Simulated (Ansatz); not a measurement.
Consider the following.

TaRu (L1₀ or tetragonal B2, P4/mmm), a = b = 3.0215 Å, c = 3.3925 Å, α = β = γ = 90.00°.

This is the PBEsol-relaxed structure.

All from plane-wave PAW PBEsol (Ansatz code), unless another level is named. Predict the density of states at the Fermi level.

1.00 states/eV per atom (mean over ±0.08 eV).

Predict the formation energy from the elements (no fitted shifts).

-0.29 eV/atom.

What about the gap with spin–orbit coupling?

none (metallic).

The workflow started from a Materials Project entry (that database holds measured and hypothetical structures alike); the Crystallography Open Database files this formula in space group No. 123, but the cells were not matched. Whether it is the stable phase at ambient conditions was not checked. The PBEsol relaxation kept the symmetry of its start; of distortions, only those at the zone centre were tested. No spin polarisation was allowed. Axis ratios of metals converge slowly with the k-mesh, so a and c are less sure than the volume. The references are the lowest solids computed at this level, not always the standard phases. Spin–orbit coupling is left out wherever it is not named.

Potentials: the later of the program's two PAW sets.
